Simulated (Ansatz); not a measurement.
**CsLuCdTe3 squeezed and stretched**

A database entry relaxed whole under r2SCAN (Cmcm):

```xyz
12
Lattice="2.2380 -8.5559 0.0000 2.2380 8.5559 0.0000 0.0000 0.0000 11.7563" Properties=species:S:1:pos:R:3 pbc="T T T"
Cs    2.2380    4.2689    8.8172
Cs    2.2380   -4.2689    2.9391
Lu    0.0000    0.0000    5.8781
Lu    0.0000    0.0000    0.0000
Cd    2.2380   -0.6888    8.8172
Cd    2.2380    0.6888    2.9391
Te    2.2380   -2.0491    6.3873
Te    2.2380    2.0491    0.5092
Te    2.2380    2.0491    5.3689
Te    2.2380   -2.0491   11.2471
Te    2.2380   -7.4804    8.8172
Te    2.2380    7.4804    2.9391
```

The cell was scaled uniformly, its shape held, and the atoms relaxed at each volume with plane-wave PAW DFT (Ansatz 0.2.0; r2SCAN, 500 eV, 8×8×4 Γ-centred mesh, fermi-dirac occupations of width 0.020 eV; no spin, no spin-orbit coupling). One row is withheld.

```
volume (Å³/atom)  energy over the lowest (meV/atom)  pressure (GPa)  gap over mesh and path (eV)
          35.267                               10.1            1.53                        1.774
          36.017                                4.3            0.96                        1.825
          36.768                                1.0            0.45                        1.869
          37.518                                0.0           -0.01                        1.908
          38.268                                1.0           -0.42                        1.943
          39.019                                  ?               ?                            ?
          39.769                                8.2           -1.11                        1.995
```

**Question.** Fit the pressures of the other rows to the third-order Birch-Murnaghan form.

**Answer.** With f = [(V₀/V)^(2/3) − 1]/2 and P = 3B₀f(1 + 2f)^(5/2)[1 + 3(B₀′ − 4)f/2], least squares gives V₀ = 37.50 Å³ an atom, B₀ = 21.7 GPa and B₀′ = 4.6; the rows miss the fit by less than 0.01 GPa. The slope of the energies differs from these pressures by less than 0.05 GPa.

**Question.** How does the gap move with volume?

**Answer.** A parabola in ln(V/V₀) through the other rows has the slope dE_g/d ln V = +1.8 eV at V₀, so by B₀ the gap moves by -84 meV a GPa at this fixed shape: it narrows under pressure.

**Question.** What does the withheld row hold?

**Answer.** The fit gives -0.78 GPa at 39.019 Å³; the run gave -0.78 GPa and 3.8 meV an atom. Its gap is 1.972 eV, against 1.971 eV from the parabola.

Caveats: the shape of the cell was held, so B₀ is an upper bound where the axes differ in stiffness; 0 K, fixed nuclei; the symmetry was kept, and this need not be the phase that is stable at 0 K; one mesh for all volumes; r2SCAN gaps lie as a rule under measured ones; the slope of the gap can be off by tens of per cent, more where shallow d levels or spin-orbit coupling act on the edges; no spin-orbit coupling, which narrows gaps of heavier elements; pressure is positive in compression.
